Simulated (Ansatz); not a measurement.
Given:

ZnAg (CsCl type)

```xyz
4
Lattice="6.1537 0.0000 0.0000 3.0769 3.0769 0.0000 0.0000 0.0000 3.0769" Properties=species:S:1:pos:R:3 pbc="T T T"
Zn     7.6921     1.5384     1.5384
Zn     4.6153     1.5384     1.5384
Ag     0.0000     0.0000     0.0000
Ag     3.0769     0.0000     0.0000
```

A phonon eigenvector at M = (0.5, 0.5, 0.0) is frozen into this cell: atom i moves by Q times the vector below, so Q is the largest atomic displacement, in Å. The cell is held. It is one choice among 2 degenerate patterns. (q is in reciprocal vectors of the primitive cell; the cell shown is doubled to hold the pattern.)

```json
[
 {"atom": "Zn1", "x": "0.000", "y": "-1.000", "z": "0.000"},
 {"atom": "Zn2", "x": "0.000", "y": "1.000", "z": "0.000"},
 {"atom": "Ag3", "x": "0.670", "y": "0.000", "z": "0.000"},
 {"atom": "Ag4", "x": "-0.670", "y": "0.000", "z": "0.000"}
]
```

The numbers are results of LDA (plane waves to 420 eV, PAW, scalar-relativistic; Ansatz, a quantum-chemistry and plane-wave program), not measurements. k mesh 15×15×15 (Γ-centred), Fermi-Dirac smearing 0.05 eV. The energy includes the smearing's −TS. With partly filled bands, energies and forces of such displacements shift with the k mesh and the smearing. ZnAg was relaxed with its symmetry unable to fall. ΔE is measured from the undisplaced structure.

The scan covers Q from -0.280 to 0.280 Å in 13 points.

**Question.** Which space group does the distorted structure have?

**Answer.** Cmmm (No. 65), lowered from Pm-3m.

**Question.** What is the energy change at Q = 0.280 Å?

**Answer.** 1466 meV/cell.

**Question.** What harmonic wavenumber does the curvature at Q = 0 give?

**Answer.** 197 cm⁻¹.

(For displaced atoms, the force is minus the slope of the energy, and its curvature is a force constant, which sets phonon frequencies.)
